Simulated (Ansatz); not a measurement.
Method: DFT PBE, scalar-relativistic, plane waves, PAW (Ansatz). All cells share a 420 eV cutoff and Γ-centred k meshes spaced at most about 0.3 Å⁻¹ (about 0.25 or finer for metals, 2π included). No spin polarisation in the final relaxations.

All energies are static (0 K, no zero-point motion).

Compare these two cells of Li3B2H9, each relaxed at this level.

1.

```
CELL_PARAMETERS angstrom
3.98445 -4.97606 0.00000
3.98445 4.97606 0.00000
-2.18500 0.00000 3.68294
ATOMIC_POSITIONS crystal
Li 0.54888 0.17885 0.90818
Li 0.17885 0.54888 0.90818
Li 0.50236 0.50236 0.49194
B 0.30274 0.76956 0.57100
B 0.76956 0.30274 0.57100
H 0.83702 0.22690 0.33595
H 0.86301 0.25402 0.82184
H 0.55319 0.20779 0.44470
H 0.25402 0.86301 0.82184
H 0.22690 0.83702 0.33595
H 0.51955 0.82577 0.68146
H 0.82577 0.51955 0.68146
H 0.20779 0.55319 0.44470
H 0.42024 0.42024 0.98716
```

2.

```
CELL_PARAMETERS angstrom
4.30091 0.00000 0.00000
-2.15046 3.72470 0.00000
0.00000 0.00000 5.29205
ATOMIC_POSITIONS crystal
Li 0.33333 0.66667 0.80609
Li 0.66667 0.33333 0.19391
Li 0.00000 0.00000 0.50000
B 0.33333 0.66667 0.29581
B 0.66667 0.33333 0.70419
H 0.81892 0.63784 0.82157
H 0.36216 0.18108 0.82157
H 0.81892 0.18108 0.82157
H 0.18108 0.36216 0.17843
H 0.63784 0.81892 0.17843
H 0.18108 0.81892 0.17843
H 0.50000 0.00000 0.50000
H 0.00000 0.50000 0.50000
H 0.50000 0.50000 0.50000
```

Question: Which is lower in energy, and by how much?

Answer: Cell 1 is lower, by 0.36 eV/atom. Cell 1 has space group Cm (No. 8), 10.4 Å³/atom and a gap of 4.78 eV on its mesh; cell 2 has space group P-3m1 (No. 164), 6.1 Å³/atom and no gap. Counting H atoms around B and Li (those within 1.25 times the shortest such distance or 1.15 times the sum of covalent radii, 1.27 where that leaves under three; a slash parts the counts of unlike sites), cell 1 has Li 5/7, B 4 and cell 2 has Li 12, B 3. The lower one is the more open, so pressure narrows the difference. In cell 1, around Li on a site of symmetry 1 lie 1 H at 1.88 Å and 6 H at 2.02–2.27 Å; B has 4 H at 1.22–1.23 Å; H on a site of symmetry 1 is surrounded by 1 B at 1.22 Å, 3 H at 1.98–2.01 Å and 1 Li at 2.02 Å; 5 more sites not described. In cell 2, Li on a site of symmetry 3m has 12 H at 2.04–2.27 Å; B has 3 H at 1.29 Å and 3 H at 1.65 Å; H on a site of symmetry m has 1 B at 1.29 Å, 4 H at 1.96–2.08 Å and 4 Li at 2.15–2.27 Å; 2 more sites not described. Both come from invented guesses.

Kohn–Sham gaps at this level usually fall short of measured ones. With hydrogen, zero-point motion can shift such differences by 10 meV/atom or more. Cells relaxed within their symmetry can be saddle points. The Cm cell of Li3B2H9 came from shaking the P-3m1 one.
